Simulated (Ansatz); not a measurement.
Cell and atoms are relaxed with the symmetry kept. Start:

```xyz
14
Lattice="6.2274 0.0000 0.0000 0.0000 3.8754 0.0000 -0.0001 0.0000 7.4249" Properties=species:S:1:pos:R:3 pbc="T T T"
Ta    0.0139    0.0000    0.0021
Ta    0.0171    0.0000    3.7175
Ta    3.3266    0.0000    1.8587
Ta    2.9318    0.0000    5.5710
O     0.0534    1.9377    0.0086
O     0.0553    1.9377    3.7057
O     3.5489    1.9377    1.8598
O     2.7484    1.9377    5.5725
O     1.9851    0.0000    0.4714
O     5.4829    0.0000    1.8595
O     4.3289    0.0000    4.2195
O     1.9943    0.0000    3.2572
O     0.7967    0.0000    5.5719
O     4.3200    0.0000    6.9333
```

Theory: DFT PBEsol, scalar-relativistic, plane waves, PAW in Ansatz.

Cutoff 420 eV; k points 6×8×4 on the computed 14-atom cell (Γ-centred); Gaussian smearing, width 0.02 eV; no spin polarisation.

Problem. What does it relax to?

Solution. The volume decreases by 0.52 Å³/atom to 12.28 Å³/atom, and the energy falls by 30.0 meV/atom. Final structure:
```cif
data_structure
_symmetry_space_group_name_H-M 'Pbam'
_symmetry_Int_Tables_number 55
_cell_length_a 6.1955
_cell_length_b 7.3264
_cell_length_c 3.7869
_cell_angle_alpha 90.000
_cell_angle_beta 90.000
_cell_angle_gamma 90.000
_cell_volume 171.89
loop_
_atom_site_label
_atom_site_type_symbol
_atom_site_symmetry_multiplicity
_atom_site_Wyckoff_symbol
_atom_site_fract_x
_atom_site_fract_y
_atom_site_fract_z
_atom_site_occupancy
Ta1 Ta 4 g 0.77595 0.61965 0.00000 1
O1 O 4 h 0.80167 0.65813 0.50000 1
O2 O 2 a 0.50000 0.50000 0.00000 1
O3 O 4 g 0.88950 0.36032 0.00000 1
```

Spin–orbit coupling is left out, which can shift energies with elements as heavy as these.

Cost: 1 run of about 14 core-minutes, on Oxide Virtual Turin-like Processor (Zen 5) (shared hosts).